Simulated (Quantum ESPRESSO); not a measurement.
```
CSi
1.0
    3.07662     0.00000     0.00000
   -1.53831     2.66443     0.00000
    0.00000     0.00000    15.09808
Si C
6 6
Direct
  0.33333   0.66667   0.83299
  0.66667   0.33333   0.33299
  0.66667   0.33333   0.66650
  0.33333   0.66667   0.16650
  0.00000   0.00000   0.49973
  0.00000   0.00000   0.99973
  0.00000   0.00000   0.87437
  0.00000   0.00000   0.37437
  0.33333   0.66667   0.70800
  0.66667   0.33333   0.20800
  0.66667   0.33333   0.54152
  0.33333   0.66667   0.04152
```
The geometry is a computed Materials Project entry, not a measured one. It is SiC in P6₃mc, a polytype of 6 double layers. Stability against distortions was not tested.

A lattice sum over point charges, one formal value an element (Si +4, C -4), with no Sternheimer factor, costs far less than a self-consistent run. Taken along the main axis of each site's self-consistent tensor, it gives:

```tsv
site	V along that axis, point charges (a.u.)
Si1 (atoms 1, 2)	-0.004
Si2 (atoms 3, 4)	0.001
C1 (atoms 7, 8)	-0.003
```

**Question.** How do the values of PBE PAW (JTH datasets; density from pw.x of a modified build of Quantum ESPRESSO, gradients reconstructed from it by a script) compare?

**Answer.** 
| site | Vzz, PAW (a.u.) | PAW over point charges |
|---|---|---|
| Si1 | 0.025 | -6.8 |
| Si2 | 0.021 | – |
| C1 | 0.022 | -6.8 |
Along that axis the sign differs on Si1, C1.  Cores are frozen. Against all-electron runs on small test molecules, this scheme's |Vzz| missed by −6 % on Si, +9 % on C.
